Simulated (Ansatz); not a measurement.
# Al2Cu at a changed volume — ⁶⁵Cu nuclear quadrupole resonance

Cell: a COD entry, relaxed with PBE at fixed cell and then changed (volume scaled by 0.96, ions relaxed).

Space group I4/mcm (No. 140); a = 5.9850, c = 4.8111 Å.

```
site  Wyckoff  site symmetry       x       y       z
  Al       8h           m.2m  0.1581  0.6581  0.5000
  Cu       4a            422  0.0000  0.0000  0.7500
```

One atom of each set is listed; the run and its k-mesh use a cell of 6 atoms with edges of 4.87, 4.87, 4.87 Å.

All values are calculated (Ansatz; DFT, PBE, plane waves and PAW, scalar-relativistic, 420 eV cutoff, Γ-centred 12×12×12 k-points, Fermi–Dirac smearing 0.05 eV), not measured.

⁶⁵Cu: I = 3/2, Q = -204.0 mb (year-2017 value). Static lattice, zero field.

(1) At which frequencies do the ⁶⁵Cu NQR lines lie?

(2) And for Cu-63 (I = 3/2, Q = -220.0 mb) on Cu?

Answers

(1) For I = 3/2 there is one line, ν = (|C_Q|/2)(1 + η²/3)^½.

```csv
site,atoms,V_zz (10²¹ V/m²),C_Q (MHz),η,line frequencies (MHz)
Cu,2,-2.93,14.5,0.00,7.23
```

(2) C_Q scales with Q to 15.6 MHz, with lines at 7.80 MHz.

An axis of threefold or higher order runs through Cu, so V_zz lies along it and η is zero.

With no gap above 0.1 eV, as in a metal, the gradients converge slowly in k; expect changes of a tenth or more on a denser mesh.

The relaxation (2 steps) took 32 s of wall time (32 s of CPU time) and 0.75 GiB at its peak, on 1 thread of Intel Xeon Platinum 8488C (Sapphire Rapids) (x86_64; 16 cores open to the job, memory cap 3.0 GiB, no GPU), a shared host with a load of 0.3 a core.
